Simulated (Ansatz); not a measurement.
The relaxed structure here is a generated cell of Au: the first start was made by placing the elements on the sites of a structure type, and the end was not matched to a known phase here, so it may be hypothetical. Known forms of Au include space group No. 225.

One starting cell of Au (a generated cell, Au built in the AFLOW prototype A_hR12_166_2h (as in B)) was relaxed twice with Ansatz (plane waves, PAW, scalar-relativistic): with PBEsol at 420 eV and with PBE at 420 eV. The PBEsol result:

Space group R-3m, hexagonal axes (No. 166); a = b = 7.1336 Å, c = 19.7103 Å, α = β = 90.00°, γ = 120.00°

```tsv
atom	site	symmetry	x	y	z
Au	18h	.m	0.2600	0.1300	0.1051
Au	18h	.m	0.2086	0.4171	0.0267
```
(The calculation used a cell of 12 atoms; values per cell refer to that cell.)

```
quantity                          PBEsol         PBE
--------------------------------  ------  ----------
space group                         R-3m        R-3m
volume (Å³/atom)                   24.13  (withheld)
a (Å)                              7.134  (withheld)
c (Å)                             19.710  (withheld)
gap (eV, no spin-orbit coupling)    0.00  (withheld)
```

**Question.** What does PBE give for the same quantities?

**Answer.** 
- volume (Å³/atom), PBE: 25.69
- a (Å), PBE: 7.345
- c (Å), PBE: 19.797
- gap (eV, no spin-orbit coupling), PBE: 0.00

Both levels end in the same structure; PBE's volume is 6.5 % larger. Neither column is exact.

No spin polarisation in the result.

The run could not lose the symmetry of its start: the end is stationary, and may be a saddle point rather than a minimum.

Ansatz is a first-principles code.
